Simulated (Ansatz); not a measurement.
BiTe, DFT, LDA, PAW with Ansatz's default frozen-core files, scalar-relativistic (Ansatz 0.2.0), run on 1 thread of Intel(R) Xeon(R) 6975P-C (Granite Rapids) on a shared host.

The cell comes from COD entry 9008604, which wasn't checked; take it as a given geometry.

Command: `ansatz run input.yaml --threads 1 --pin off --max-ram 3072MiB --backend cpu --events-out ev --progress --plain --runs-dir out`

```yaml
crystal:
  lattice:
    - [0.0, 3.235, 3.235]
    - [3.235, 0.0, 3.235]
    - [3.235, 3.235, 0.0]
  atoms:
    - { symbol: Bi, position: [0.0, 0.0, 0.0] }
    - { symbol: Te, position: [0.5, 0.5, 0.5] }
kpoints:
  mp_grid: { grid: [10, 10, 10] }
  band_path:
    path:
      - [0.0, 0.0, 0.0]
      - [0.5, 0.0, 0.5]
      - [0.625, 0.25, 0.625]
      - [0.375, 0.375, 0.75]
      - [0.0, 0.0, 0.0]
      - [0.5, 0.5, 0.5]
      - [0.5, 0.25, 0.75]
      - [0.5, 0.0, 0.5]
    npoints: 14
scf:
  occupations: { method: fermi_dirac, width: 0.08 }
hamiltonian:
  xc: lda
  pseudopotentials: { kind: paw }
output:
  forces: true
  stress: true
  eigenvalues: true
  efg: { contact_densities: true }
  populations: true
  bader: true
  dos: { projected: true, de: 0.2, e_range: [-14, 8] }
  write_density: true
  write_potential: true
  elf: true
  volumetric_format: npy
```

**Question.** How large is the problem that the program sets up?

**Answer.** 47 irreducible k-points, 1363 plane waves at Γ, 20 bands.

**Question.** Estimate the wall time and the peak memory.

**Answer.** 11 s of wall time for 6 SCF iterations, with a peak of 0.48 GiB. Times on shared machines scatter by tens of per cent.

**Question.** And the same cell and mesh by all-electron LAPW, asked for forces, stress, eigenvalues, populations, dos and the same band path, on the same hardware?

**Answer.** 16 s, peak memory 0.42 GiB.

**Question.** And the same cell and mesh by crystal-made all-electron datasets, asked for forces, stress, eigenvalues, efg and the same band path, on the same hardware?

**Answer.** 9.2 s, peak memory 0.54 GiB.
